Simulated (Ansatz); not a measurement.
AgBr (rock salt)

```yaml
crystal:
  lattice:
    - [0.00000, 2.92043, 2.92043]
    - [2.92043, 0.00000, 2.92043]
    - [2.92043, 2.92043, 0.00000]
  atoms:
    - { symbol: Br, position: [0.00000, 0.00000, 0.00000] }
    - { symbol: Ag, position: [0.50000, 0.50000, 0.50000] }
```

This relaxed cell (volume V₀) is scaled evenly in all directions, its shape held. Symmetry pins the atoms to their sites.

Method: PBE (plane waves to 420 eV, PAW, scalar-relativistic; Ansatz, a first-principles code). k mesh 10×10×10 (Γ-centred), Fermi-Dirac smearing 0.05 eV. E stands for the smeared free energy. Compression counts positive. AgBr was relaxed with its symmetry unable to fall. The zero of ΔE is the relaxed starting cell.

The scan covers V/V₀ from 0.940 to 1.060 in 11 points.

Task: What pressure does the cell carry at V/V₀ = 0.940?

Result: 2.83 GPa.

Task: What is ΔE at V/V₀ = 0.940?

Result: 12.4 meV/atom.

Task: What is ΔE at V/V₀ = 1.060?

Result: 9.6 meV/atom.

(A scan under strain: stresses follow from slopes of the energy per volume, elastic moduli from its curvatures.)
